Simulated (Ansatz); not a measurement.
A relaxed cell of Al₂GaAs₃ is given with its symmetry left out. The cell was found from a structure generator's guess, not taken from experiment.

Level of theory: Ansatz, DFT PBE, scalar-relativistic, plane waves, PAW. Cutoff 420 eV, Γ-centred mesh, Gaussian smearing, no spin polarisation.

```
Al Ga As
1.0
    -2.02776    2.02776    8.59806
     2.02776   -2.02776    8.59806
     2.02776    2.02776   -8.59806
Al Ga As
2 1 3
Direct
  0.83321 0.83321 0.00000
  0.16679 0.16679 0.00000
  0.50000 0.50000 0.00000
  0.41610 0.91610 0.50000
  0.08390 0.58390 0.50000
  0.75000 0.25000 0.50000
```

Energies over the elements count from the elements' standard structures at the same level, with no fitted energy shifts.

Question: What space group does it have?

Answer: I-4m2 (No. 119), with Al and Ga ordered on zinc blende sites. Conventional cell: a = 4.056 Å, c = 17.196 Å. Al is surrounded by 4 As at 2.48 Å; around Ga lie 4 As at 2.49 Å; As on a site of symmetry 2mm has 2 Al at 2.48 Å and 2 Ga at 2.49 Å; As on a site of symmetry -4m2 is surrounded by 4 Al at 2.48 Å.

Question: How far does it lie from the elements in energy?

Answer: −0.440 eV/atom. Whether it is stable depends on the other phases of the system, which aren't compared here.

Question: Is it a metal?

Answer: No, the gap on the 10×10×10 mesh is 1.11 eV.

The last run used a 10×10×10 mesh for its 6-atom cell and Gaussian smearing of 0.02 eV. Kohn–Sham gaps at this level usually fall short of measured ones. The reference form of As is held partly by dispersion forces, which this level lacks. Symmetry constrained the relaxation, so the result can be a saddle point.
